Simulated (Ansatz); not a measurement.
HfC (zinc blende, F-43m), a = b = c = 4.996 Å, α = β = γ = 90.00°; the cell used has 2 atoms.

Relaxed with PBEsol.

Task: Give the optical modes at the zone centre with their infrared activity from DFPT, DFT-PBEsol in the program Ansatz with PAW potentials.

Result: Transverse frequencies, without the LO–TO term; a row sums one degenerate level.

```tsv
ω (cm⁻¹)	degeneracy	IR ((D/Å)²/amu)	activity	symmetry
559	3	105.99	IR	T2
```

Task: How high does the top mode go among those that the LO–TO term moves?

Result: 648 cm⁻¹ for q along x.

The start of the workflow was typed in or built on a structure type; neither database checked (COD, Materials Project) lists it. It is not the phase usual at ambient conditions (space group No. 225). Symmetry was held in the PBEsol relaxation; its stability against distortions is not shown here. No spin polarisation was allowed. Scalar-relativistic: spin–orbit coupling is off unless named, which matters more the heavier the elements.

Potentials: the later of the program's two PAW sets.
